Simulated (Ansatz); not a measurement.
An Ansatz (an electronic-structure program) run. Input:

Ansatz 0.2 input:
```yaml
crystal:
  lattice:
    - [-1.3291330567, 2.7749742154, 2.3278386455]
    - [1.3291330567, -2.7749742154, 2.3278386455]
    - [1.3291330567, 2.7749742154, -2.3278386455]
  atoms:
    - { symbol: C, position: [0.6699761336, 0.6743101115, 0.3442862451] }
    - { symbol: C, position: [0.3300238664, 0.3256898885, 0.6557137549] }
    - { symbol: C, position: [0.8300238664, 0.1743101115, 0.0043339779] }
    - { symbol: C, position: [0.1699761336, 0.8256898885, 0.9956660221] }
    - { symbol: C, position: [0.25, 0.25, 0.0] }
    - { symbol: C, position: [0.75, 0.75, 0.0] }
kpoints:
  mp_grid: { grid: [10, 10, 10] }
hamiltonian:
  xc: r2scan
  pseudopotentials: { kind: paw }
scf:
  occupations: { method: fixed }
output:
  optics: { e_range: [0.0, 15.0], de: 0.05, sigma: 0.1, bands: { spectra_wanted_up_to: 12 eV } }
```

Output (shortened):

```
output.optics: the spectra are integrated over the Brillouin zone by k·p interpolation around the k-points, where levels, occupations, output.optics.sigma and …
Pseudopotential: C, paw, valence charge 4
Functional definition: r2SCAN
Crystal: 6 atoms, lattice volume = 34.343 Å³
Basis set: ecut = 500 eV, 847 PW (Γ), exchange–correlation on 120×120×120 points (64 copies of the dense FFT grid, shifted against one another)
Bands: 18, of which v1, the nominal top of the filled ones, is band 12 counted from 1 (11 counted from 0)
Symmetry: 8 space group operations
Space group: Ibam (ITA 72), of the structure as read, at distance tolerance 3.3e-5 Å
k-points: 171 of 1000
SCF iter   1: F=—  HF=-1503.079927 eV  |F-HF|=—  |Δ(HF+E_count)|=         —  Δρ=1.51e-2  dr2=3.03e-2  dr2_τ=9.47e-1  ethr=1.77e-3  ⟨swp⟩=5.0  Hψ=14564  notcnv=0  defer=642
preconditioner: auto → none
SCF iter   2: F=—  HF=-1503.267132 eV  |F-HF|=—  |Δ(HF+E_count)|=   1.87e-1  Δρ=8.08e-3  dr2=6.97e-3  dr2_τ=7.53e-4  ethr=1.26e-4  ⟨swp⟩=2.1  Hψ=6874  notcnv=0  defer=676
SCF iter   3: F=—  HF=-1503.268815 eV  |F-HF|=—  |Δ(HF+E_count)|=   1.68e-3  Δρ=3.07e-3  dr2=1.25e-3  dr2_τ=1.92e-4  ethr=2.90e-5  ⟨swp⟩=2.3  Hψ=4761  notcnv=0  defer=684
SCF iter   4: F=—  HF=-1503.269033 eV  |F-HF|=—  |Δ(HF+E_count)|=   2.18e-4  Δρ=2.47e-4  dr2=9.06e-6  dr2_τ=1.78e-6  ethr=5.20e-6  ⟨swp⟩=2.4  Hψ=4990  notcnv=0  defer=684
SCF iter   5: F=—  HF=-1503.269033 eV  |F-HF|=—  |Δ(HF+E_count)|=   1.72e-7  Δρ=8.52e-5  dr2=7.89e-7  dr2_τ=5.70e-8  ethr=3.77e-8  ⟨swp⟩=2.5  Hψ=4827  notcnv=0  defer=272
SCF iter   6: F=—  HF=-1503.269035 eV  |F-HF|=—  |Δ(HF+E_count)|=   1.57e-6  Δρ=9.35e-6  dr2=1.07e-8  dr2_τ=5.59e-10  ethr=3.29e-9  ⟨swp⟩=2.7  Hψ=4895  notcnv=0  defer=268
SCF iter   7: F=—  HF=-1503.269035 eV  |F-HF|=—  |Δ(HF+E_count)|=   7.71e-9  Δρ=1.14e-6  dr2=1.53e-10  dr2_τ=1.87e-11  ethr=4.44e-11  ⟨swp⟩=2.0  Hψ=4774  notcnv=0  defer=268
SCF iter   8: F=-1503.269035 eV  HF=-1503.269035 eV  |F-HF|=3.64e-12  |Δ(HF+E_count)|=  1.18e-10  Δρ=1.65e-7  dr2=3.78e-12  dr2_τ=4.29e-13  ethr=1.00e-12  ⟨swp⟩=8.0  Hψ=13020  notcnv=0
SCF 1 converged in 8 iterations: F = -1503.269035 eV  dr2 = 3.78e-12
NSCF: frozen V_eff on 171 k-points
Optics k sum: 0 of 171 k-points
Optics k sum: 9 of 171 k-points
Optics k sum: 18 of 171 k-points
Optics k sum: 26 of 171 k-points
Optics k sum: 35 of 171 k-points
Optics k sum: 43 of 171 k-points
Optics k sum: 52 of 171 k-points
Optics k sum: 60 of 171 k-points
Optics k sum: 69 of 171 k-points
Optics k sum: 77 of 171 k-points
Optics k sum: 86 of 171 k-points
Optics k sum: 95 of 171 k-points
Optics k sum: 103 of 171 k-points
Optics k sum: 112 of 171 k-points
Optics k sum: 120 of 171 k-points
Optics k sum: 129 of 171 k-points
Optics k sum: 137 of 171 k-points
Optics k sum: 146 of 171 k-points
Optics k sum: 154 of 171 k-points
Optics k sum: 163 of 171 k-points
Optics k sum: 171 of 171 k-points
Optics k sum: 0 of 171 k-points
Optics k sum: 9 of 171 k-points
Optics k sum: 18 of 171 k-points
Optics k sum: 26 of 171 k-points
Optics k sum: 35 of 171 k-points
Optics k sum: 43 of 171 k-points
Optics k sum: 52 of 171 k-points
Optics k sum: 60 of 171 k-points
Optics k sum: 69 of 171 k-points
Optics k sum: 77 of 171 k-points
Optics k sum: 86 of 171 k-points
Optics k sum: 95 of 171 k-points
Optics k sum: 103 of 171 k-points
Optics k sum: 112 of 171 k-points
Optics k sum: 120 of 171 k-points
Optics k sum: 129 of 171 k-points
Optics k sum: 137 of 171 k-points
Optics k sum: 146 of 171 k-points
Optics k sum: 154 of 171 k-points
Optics k sum: 163 of 171 k-points
Optics k sum: 171 of 171 k-points
NSCF: frozen V_eff on 1 k-points
NSCF: frozen V_eff on 1 k-points
NSCF: frozen V_eff on 1 k-points
NSCF: frozen V_eff on 1 k-points
output.optics: what the bands over the 26 summed would add to eps1, eps2 and the energy-loss function is held between a lower and an upper bound (7 Lanczos …
SCF converged after 8 iterations
Free energy (F): -1503.269035 eV
Harris-Foulkes:  -1503.269035 eV  (|F-HF|=3.64e-12)
Internal energy: -1503.269035 eV  (E = F + TS)
E sigma→0 (E₀):  -1503.269035 eV
Fermi energy:    13.515307 eV
--- Per-component energies (eV) ---
  E_band       = 94.760488
  E_kinetic    = 544.459346
  E_local      = -347.943839  (includes V_loc(G=0)·N_el)
  E_nonlocal   = 157.792759
  E_hartree    = 75.721026
  E_xc         = -285.378227
  E_vxc        = -394.179055  (∫ρ·V_xc dr)
  E_paw        = -602.953798  (= ΣΔE_a)
  E_vpaw       = -37.575410  (= ΣTr[D̂ρ^β])
  E_aug_tail   = 0.000026  (compensation charges beyond the density's cutoff)
  E_vtau       = 20.764600  (kinetic-family band-sum trace: ∫τ·v_τ [+ j·A + Jᵃ·Aᵃ] dr)
  E_ewald      = -1044.817684
  E_core_change = -0.148642  (= ΣΔE_core)
  E_smearing   =  0.000000  (= −TS)
  E_closure    =  0.000000  (closes the sum)
  Σ components = -1503.269035   (vs F -1503.269035, Δ=0.00e0)
  [band-id]    e_kinetic+e_local+e_nonlocal+2·e_hartree+e_vxc+e_vpaw+e_augmentation_tail+e_vtau = 94.760478   (vs E_band 94.760488, Δ=-9.84e-6)
--- Band table (eV; the first three rows and the last of 171) ---
  k-point 0: bands = ["-9.5878", "-1.5199", "-1.1949", "0.9136", "1.9276", "4.6164", "5.1404", "8.5502", "9.0776", "9.3159", "10.7287", "12.2385", "18.1703", "18.5508", "20.1109", "21.2953", "22.3761", "24.2573"]
  k-point 1: bands = ["-9.3859", "-1.9462", "-0.4656", "0.6583", "2.4916", "3.5521", "5.8928", "8.3851", "8.5177", "8.6868", "10.2811", "11.6414", "19.0622", "19.6716", "21.0242", "21.5176", "21.9760", "23.3974"]
  k-point 2: bands = ["-8.7899", "-2.1875", "0.4472", "0.6076", "2.1140", "3.5464", "5.8109", "6.8378", "7.0387", "9.0655", "10.3408", "10.3539", "19.7648", "21.1123", "21.6925", "22.1268", "22.5557", "23.0421"]
  k-point 170: bands = ["-5.8616", "-5.4479", "-5.0662", "-2.4860", "6.9717", "7.4869", "7.9435", "8.8517", "10.3881", "11.0243", "11.8092", "13.5153", "16.6887", "18.1523", "18.2431", "19.7063", "19.8201", "20.4312"]
```

Cost: very roughly 120 core-seconds on shared cores.

The start of the workflow was typed in or built on a structure type; neither database checked (COD, Materials Project) lists it. It is not the phase usual at ambient conditions (space group No. 194, 227). Symmetry was held in the r²SCAN relaxation; whether a distortion lowers the energy is not shown. The volume moved by 19 % from the start of the relaxation.

Potentials: the later of the program's two PAW sets.

Ansatz is a plane-wave DFT program.
